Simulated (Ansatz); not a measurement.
## HfPbO$_{3}$: do energies and stresses tell the same story?

Computed with DFT r2SCAN, scalar-relativistic, plane waves, PAW in Ansatz 0.2.0.

Cutoff 500 eV; k points 6×6×6 on the computed 5-atom cell (Γ-centred); Gaussian smearing, width 0.02 eV; no spin polarisation.

Relaxed cell: Pm-3m, a = 4.132 Å, b = 4.132 Å, c = 4.132 Å, α = 90.00°, β = 90.00°, γ = 90.00°, 5 atoms in the primitive cell. Whether it is the stable form of this composition wasn't checked.

Energies at zero smearing and pressures from the stress tensor, at volumes with shape and atoms relaxed:
```tsv
V (Å³/atom)	E − E(first) (meV/atom)	P (GPa)
12.419	0.00	30.04
12.843	-66.57	20.61
13.266	-110.15	12.59
13.689	-134.18	5.77
14.113	-141.55	-0.04
14.536	-134.74	-4.99
14.960	-115.83	-9.21
15.524	-74.87	-13.88
```

Task: Check P = −dE/dV between neighbouring volumes, and get the bulk modulus from the pressures alone.

Result: With 1 eV/Å³ = 160.2 GPa:
```json
{"middle V (Å³/atom)": "12.631", "−ΔE/ΔV (GPa)": "25.193", "mean P (GPa)": "25.323"}
{"middle V (Å³/atom)": "13.054", "−ΔE/ΔV (GPa)": "16.491", "mean P (GPa)": "16.600"}
{"middle V (Å³/atom)": "13.478", "−ΔE/ΔV (GPa)": "9.092", "mean P (GPa)": "9.182"}
{"middle V (Å³/atom)": "13.901", "−ΔE/ΔV (GPa)": "2.790", "mean P (GPa)": "2.867"}
{"middle V (Å³/atom)": "14.325", "−ΔE/ΔV (GPa)": "-2.578", "mean P (GPa)": "-2.512"}
{"middle V (Å³/atom)": "14.748", "−ΔE/ΔV (GPa)": "-7.156", "mean P (GPa)": "-7.097"}
{"middle V (Å³/atom)": "15.242", "−ΔE/ΔV (GPa)": "-11.624", "mean P (GPa)": "-11.541"}
```

The two differ by 0.13 GPa at most. The mean of two end pressures misses the average over a step by about ΔV² P″/12, up to 0.13 GPa here; with that taken off 0.00 GPa remains. Around V = 14.113 Å³/atom, the two neighbours give B = −V ΔP/ΔV = 14.113 × 10.76 / 0.847 = 179.3 GPa, against B0 = 178.6 GPa from the Birch–Murnaghan fit of the energies.

Spin–orbit coupling is left out, which can shift energies with elements as heavy as these.

Symmetry holds off the tilts and polar distortions that many cubic perovskites undergo.

Cost: 9 runs of about 4.8 core-minutes in all, on Intel Xeon Processor @ 2.50GHz (Skylake/Cascade Lake) (shared hosts).